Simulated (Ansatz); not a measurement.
Notes on InBi

```yaml
crystal:
  lattice:
    - [5.06651, 0.00000, 0.00000]
    - [0.00000, 5.06651, 0.00000]
    - [0.00000, 0.00000, 4.82963]
  atoms:
    - { symbol: Bi, position: [0.00000, 0.50000, 0.39300] }
    - { symbol: Bi, position: [0.50000, 0.00000, 0.60700] }
    - { symbol: In, position: [0.00000, 0.00000, 0.00000] }
    - { symbol: In, position: [0.50000, 0.50000, 0.00000] }
```

Single point in Ansatz 0.2.0 with PBEsol, spin-orbit coupling. Cutoff 420 eV, PAW datasets, 7×7×7 Γ-centred k mesh, fermi-dirac filling (width 0.1 eV).

The state carries no moments; the state need not be the lowest.

(1) Which atom feels the largest force, and which way?

(2) Is the cell too large or too small?

(3) What is the formation energy?

(4) What happens at the Fermi level?

(5) How is the charge shared?

Origin: a database entry at a rescaled volume.

Results:

(1) The largest is on Bi2 (and as large on other atoms): 0.07 eV/Å, components (0.00, 0.00, 0.07). It makes 53° with the line to a nearest neighbour, In3 at 3.17 Å.

(2) The pressure is -1.6 GPa (compression positive), so with the atoms held at these fractions the cell would first shrink.

(3) -0.01 eV an atom against the elements' usual phases (free molecules for gases, crystals otherwise, with no correction for O₂ or N₂), too near zero to call. Relaxing would lower it.

(4) It is a metal, with about 1.3 states/eV a cell as the mean within 0.25 eV of the Fermi level, mostly Bi p (54 %), In p (28 %) and In s (13 %).

(5) Bader charges in e: In +0.20, Bi -0.20. In the mean In gives up most and Bi takes most.
